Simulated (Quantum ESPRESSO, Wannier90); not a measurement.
# CsSnBr₃ (cubic perovskite): Wannier90 run

```
begin unit_cell_cart
ang
    5.8390100000    0.0000000000    0.0000000000
    0.0000000000    5.8390100000    0.0000000000
    0.0000000000    0.0000000000    5.8390100000
end unit_cell_cart
begin atoms_frac
Cs   0.0000000000  0.0000000000  0.0000000000
Sn   0.5000000000  0.5000000000  0.5000000000
Br   0.5000000000  0.0000000000  0.5000000000
Br   0.0000000000  0.5000000000  0.5000000000
Br   0.5000000000  0.5000000000  0.0000000000
end atoms_frac
```

Materials Project entry mp-27214; symmetrised, unrelaxed at this level. Not found in the COD (Crystallography Open Database) copy used; not checked further. Level: LDA, no spin polarisation, no spin-orbit coupling; pw.x of Quantum ESPRESSO at 58 Ry with PseudoDojo potentials, 6×6×6 k-points, Wannier90. Density: 6×6×6 mesh, Gaussian smearing 0.01 Ry. Spin-orbit coupling is left out although heavy elements are present.

Bands 10-13 form an isolated set from -8.90 to -6.34 eV relative to the valence-band maximum (on the path) and are turned into 4 Wannier functions by minimising the spread from the start: atomic waves Cs 5p, Sn 5s.

Centres (Cartesian, Å; one of the equivalent choices) and spreads:

```csv
n,x,y,z,spread (Å²),nearest atom
1,0.000,0.000,0.000,1.499,Cs1
2,0.000,0.000,0.000,1.499,Cs1
3,0.000,0.000,0.000,1.499,Cs1
4,2.920,2.920,2.920,4.722,Sn2
```

Ω_I = 9.22 Å², Ω_total = 9.22 Å²; the interpolated bands follow pw.x to 3.1 meV rms on the path. Only this start was tried; a symmetric start can stop on a saddle, and mixtures of these functions could lower the total by at most Ω_total − Ω_I.
